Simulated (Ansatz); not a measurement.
**HfO2 with Ge replacing Hf: gradients before and after relaxing the atoms**

Start: a supercell of HfO2 (fluorite type, Fm-3m) built from an entry of the Crystallography Open Database (COD), with all atoms left at the host's positions.

Space group Fm-3m (No. 225); a = 10.2300 Å.

| site | Wyckoff | site symmetry | x | y | z |
| --- | --- | --- | --- | --- | --- |
| Ge | 4a | m-3m | 0.0000 | 0.0000 | 0.0000 |
| Hf2 | 24d | m.mm | 0.2500 | 0.2500 | 0.0000 |
| Hf8 | 4b | m-3m | 0.5000 | 0.5000 | 0.5000 |
| O9 | 32f | .3m | 0.1250 | 0.1250 | 0.1250 |
| O12 | 32f | .3m | 0.6250 | 0.3750 | 0.3750 |

One atom of each set is listed; the run and its k-mesh use a cell of 24 atoms with edges of 7.23, 7.23, 7.23 Å.

The numbers come from a DFT calculation in Ansatz (PBE, plane waves and PAW, scalar-relativistic, 420 eV cutoff, Γ-centred 3×3×3 k-points, Fermi–Dirac smearing 0.01 eV).

The largest force at the start is 0.60 eV/Å. Relaxing the ions at fixed cell moves them by 0.043 Å at most (atom 20, O) and 0.027 Å rms.

```tsv
site	moved (Å)	first shell before	first shell after	V_zz before (10²¹ V/m²)	η before
Ge	0.000	8 O at 2.21 Å	8 O at 2.17 Å	0.00	–
Hf2	0.000	8 O at 2.21 Å	8 O at 2.21–2.23 Å	-3.22	0.14
O9	0.043	1 Ge at 2.21 Å, 3 Hf at 2.21 Å	1 Ge at 2.17 Å, 3 Hf at 2.23 Å	4.58	0.00
O12	0.015	4 Hf at 2.21 Å	4 Hf at 2.21–2.23 Å	0.79	0.00
```

(1) How do the gradients change?

Results:

(1) 

```json
{"site": "Ge", "V_zz after": "0.00", "η after": "–", "change of V_zz": "0.00"}
{"site": "Hf2", "V_zz after": "-3.38", "η after": "0.57", "change of V_zz": "-0.16"}
{"site": "O9", "V_zz after": "4.34", "η after": "0.00", "change of V_zz": "-0.24"}
{"site": "O12", "V_zz after": "1.04", "η after": "0.00", "change of V_zz": "+0.25"}
```

The largest change of V_zz is on O12, from 0.79 to 1.04. The whole tensor moves most on Hf2, by 1.26 along its most changed direction. In per cent, |V_zz| changes by +5 on Hf, -5 to +32 on O (all sites that start above 0.5). On Hf2 V_xx and V_yy change places (or their axes turn by over 50°), so the two values of η hide a larger change. Other sites without a gradient aren't listed.

The defect repeats with the cell of 24 atoms, so it feels its images: sites between two images don't show the values beside a lone defect, and zeros or small values of η there can come from the images' arrangement. This high-symmetry form of HfO2 is unstable when cold, to shifts of the oxygen columns, towards the tetragonal form. The symmetry of the cell holds that distortion back, wholly or in part, and it would change the field gradients, the more the larger the distortion. Without spin–orbit coupling the gradients at and beside Hf can be off by some per cent, at some sites by more.
Before: With a gap of 0.7 eV on this mesh, small gradients can still move by 0.1 × 10²¹ V/m² or more as the k-mesh gets denser. The neighbours have not yet relaxed around the defect (largest force 0.60 eV/Å), so a real crystal will differ.
After: The relaxation keeps the site symmetry m-3m of the start, so the impurity can't leave its site; a start off the site could end lower. The cell keeps the host's lattice, where the PBE pressure is -6 GPa.
